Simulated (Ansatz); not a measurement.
# Profile along the Se–Mg line in MgSe (rock salt)

MgSe (rock salt)

```cif
data_MgSe
_chemical_formula_sum 'Se1 Mg1'
_space_group_name_H-M_alt 'P 1'
_space_group_IT_number 1
_cell_length_a 3.85357
_cell_length_b 3.85357
_cell_length_c 3.85357
_cell_angle_alpha 60.000
_cell_angle_beta 60.000
_cell_angle_gamma 60.000
loop_
_space_group_symop_operation_xyz
  'x, y, z'
loop_
_atom_site_label
_atom_site_type_symbol
_atom_site_fract_x
_atom_site_fract_y
_atom_site_fract_z
_atom_site_occupancy
Se1 Se 0.00000 0.00000 0.00000 1
Mg1 Mg 0.50000 0.50000 0.50000 1
```

Fields along a shortest Se–Mg line of a {110} plane (2.72 Å), from Se to Mg, interpolated on the slice's grid (step about 0.2 Å). Level of theory: PBEsol (plane waves to 420 eV, PAW, scalar-relativistic; Ansatz, an electronic-structure program). k mesh 10×10×10. Inside the PAW spheres the values are not all-electron values, and peaks at nuclei hang on which shells count as valence. MgSe was relaxed with its symmetry unable to fall.

| distance from Se (Å) | valence electron density (e/Å³) | electron localisation function | density of the highest valence band (e/Å³) | density of the lowest conduction band (e/Å³) |
|---|---|---|---|---|
| 0.00 | 45.35 | x | 0.001 | 0.076 |
| 0.27 | 23.04 | x | 0.105 | 0.099 |
| 0.54 | 4.43 | 0.64 | 0.231 | 0.109 |
| 0.82 | 0.99 | 0.81 | 0.211 | 0.076 |
| 1.09 | 0.48 | 0.81 | 0.133 | 0.056 |
| 1.36 | 0.26 | 0.75 | 0.074 | 0.063 |
| 1.63 | 0.16 | 0.22 | 0.041 | 0.081 |
| 1.90 | 0.23 | 0.06 | 0.021 | 0.073 |
| 2.18 | 2.97 | 0.41 | 0.008 | 0.035 |
| 2.45 | 18.20 | x | 0.001 | 0.008 |
| 2.72 | 31.34 | x | 0.000 | 0.003 |

x: too close to a nucleus for the ELF to mean much. Band densities are of whole bands, smooth part only.

Density on the Se–Mg line (2.72 Å) at its density minimum, 1.7 Å from Se: 0.15 e/Å³. ELF at that point: 0.1. ELF maximum in the middle third of the Se–Mg line: 0.82, 1.0 Å from Se.
